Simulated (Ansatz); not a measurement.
The relaxed structure here is a generated cell of Al: the first start was made by placing the elements on the sites of a structure type, and the end was not matched to a known phase here, so it may be hypothetical. Known forms of Al include space group No. 225.

A relaxed structure of Al. Space group Pm-3m (No. 221), simple cubic type. The numbers are results of r2SCAN (plane waves to 500 eV, PAW, scalar-relativistic; Ansatz, a program for electronic structure), not measurements.

Space group Pm-3m (No. 221); a = 2.7060 Å, b = 2.7060 Å, c = 2.7060 Å, α = 90.00°, β = 90.00°, γ = 90.00°

```
atom  site  symmetry       x       y       z
----  ----  --------  ------  ------  ------
Al      1a      m-3m  0.0000  0.0000  0.0000
```

- Volume per atom: 19.82 Å³
- Band gap: no gap (metallic)
- Shortest distances: Al–Al 2.71 Å
- k-mesh: 17×17×17

No spin polarisation in the result.

The run could not lower the symmetry of its start; a shaken copy of this end point relaxes with r2SCAN to Fm-3m (No. 225), 0.46 eV/atom lower.
